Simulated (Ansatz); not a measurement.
MoP (CsCl type, Pm-3m), PBEsol (plane waves, PAW; program Ansatz), all energies at zero smearing, with the estimated change up to a 700 eV cutoff added, with one set of potentials and settings (totals compare only within such a set). Cell of 2 atoms (1 Mo, 1 P): -5638.505 eV.

| element | reference phase | E (eV/atom) |
|---|---|---|
| Mo | Im-3m, 1 atoms in the cell | -4897.5018 |
| P | Cmce, 4 atoms in the cell | -740.0363 |

Formation energy per atom, worked out: (-5638.505 − 1×(-4897.5018) − 1×(-740.0363))/2 = -0.484 eV/atom (-47 kJ per mol of atoms), at 0 K, without zero-point energy or fitted corrections.

The cell is a constructed one: a structure type filled with these elements; neither database checked (COD, Materials Project) lists it. COD files the formula under space group No. 187. Whether it is the stable phase at ambient conditions was not checked. The PBEsol relaxation kept the symmetry of its start; its stability against distortions is not shown here. The run is not spin-polarised. The references are the lowest solids computed at this level, not always the standard phases.

Potentials: the earlier of the program's two PAW sets. The files were generated under PBE; for other functionals the program regenerates the frozen cores, and for LDA and PBEsol the local potential too.
